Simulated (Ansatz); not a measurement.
Level of theory: Ansatz, DFT PBE, scalar-relativistic, plane waves, PAW. All cells share a 420 eV cutoff and Γ-centred k meshes spaced at most about 0.3 Å⁻¹ (about 0.25 or finer for metals, 2π included). Collinear spin in cells that started with moments and kept them past the coarse steps, no spin elsewhere.

Temperature and zero-point effects are left out. All come from trial cells, and lower structures may exist.

Problem. Which of these relaxed structures of MnH4 is the lowest in energy?
1.

```
CELL_PARAMETERS angstrom
2.42759 0.00000 0.00000
-1.21380 2.10236 0.00000
0.00000 0.00000 8.68410
ATOMIC_POSITIONS crystal
Mn 0.00000 0.00000 0.00000
H 0.33333 0.66667 0.88088
H 0.33333 0.66667 0.49996
H 0.66667 0.33333 0.11912
H 0.66667 0.33333 0.50004
```

2.

```
CELL_PARAMETERS angstrom
2.64688 0.00000 0.00000
0.00000 2.64688 0.00000
0.00000 0.00000 5.20961
ATOMIC_POSITIONS crystal
Mn 0.50000 0.50000 0.50000
H 0.00000 0.50000 0.29656
H 0.50000 0.00000 0.29656
H 0.00000 0.50000 0.70344
H 0.50000 0.00000 0.70344
```

3.

```
CELL_PARAMETERS angstrom
-2.00793 2.00793 2.00793
2.00793 -2.00793 2.00793
2.00793 2.00793 -2.00793
ATOMIC_POSITIONS crystal
Mn 0.00000 0.00000 0.00000
H 0.00000 0.00000 0.50000
H 0.50000 0.00000 0.00000
H 0.50000 0.50000 0.50000
H 0.00000 0.50000 0.00000
```

4.

```
CELL_PARAMETERS angstrom
1.70027 -3.89249 0.00000
1.70027 3.89249 0.00000
0.00000 0.00000 3.28730
ATOMIC_POSITIONS crystal
Mn 0.00000 0.00000 0.50000
H 0.13738 0.86262 0.00000
H 0.86262 0.13738 0.00000
H 0.50000 0.50000 0.50000
H 0.00000 0.00000 0.00000
```

Solution. 2. It has space group P4/mmm (No. 123); the next, 1, with space group P-3m1 (No. 164), lies 175 meV/atom higher. Largest moments: 2 1.6 μB, 1 1.4 μB, 3 2.4 μB, 4 2.5 μB. Counting H atoms around Mn (those within 1.25 times the shortest such distance or 1.15 times the sum of covalent radii), the lowest has Mn 8 and the next has Mn 6. Even the lowest lies +0.22 eV/atom against the elements.

Weakly bound directions are ill-defined at this level, which has no dispersion term (P4/mmm, P-3m1, Cmmm), and this can change margins and order among such cells. With hydrogen, zero-point motion can shift such differences by 10 meV/atom or more. The magnetic state reached may not be the lowest. Cells relaxed within their symmetry can be saddle points. Some candidate types were left out of the draw beforehand, so a known form may be missing.
